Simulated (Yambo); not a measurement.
Yambo run on CaC2 (space group C2/m, No. 12). The wavefunctions are LDA (pw.x of Quantum ESPRESSO, ONCV potentials, scalar-relativistic) ones on a 4×4×2 mesh (18 occupied bands); a = b = 4.059 Å, c = 7.416 Å, α = β = 104.91°, γ = 56.31°.

Yambo input:

```
rim_cut
gw0
dyson
el_el_corr
HF_and_locXC
ppa
em1d
RandQpts= 1000000
RandGvec= 1 Ry
EXXRLvcs= 82 Ry
VXCRLvcs= 328 Ry
Chimod= "HARTREE"
% BndsRnXp
 1 | 114 |
%
NGsBlkXp= 8 Ry
% LongDrXp
 1.0 | 1.0 | 1.0 |
%
PPAPntXp= 27.2114 eV
% GbndRnge
 1 | 114 |
%
GTermKind= "BG"
DysSolver= "n"
ExtendOut
% QPkrange
 6 | 6 | 18 | 19 |
 14 | 14 | 18 | 18 |
%
```

k points by index: 6 = (0, -0.5, -0.5), 14 = (-0.5, -0.5, -0.5).

Table of the .qp output:

```
#    K-point    Band    Eo [eV]    E [eV]    E-Eo [eV]    Vxc [eV]    Vnlxc [eV]    Sc|Eo [eV]    Sc|E [eV]    dSc/dw|Eo [eV]    Re(Z)    Im(Z)
#
    6    18    -0.439305    -1.353686    -0.914380    -14.11716    -18.34255    3.054256    3.311012    -7.639495    0.780791    -0.001725
    6    19    2.180467    3.372700    1.192232    -10.87004    -6.170566    -3.255138    -3.507244    -5.753558    0.825463    -0.001190
    14    18    0.000000    -0.864901    -0.864901    -14.47826    -18.48349    2.899902    3.140325    -7.562920    0.782511    -0.001538
```
(The two width columns are left out.) Convergence of these settings isn't established.

Geometry of the Materials Project entry, not relaxed at this level.

The structure is a Materials Project entry; no match was found in the copy of COD used, and its stability was not checked.
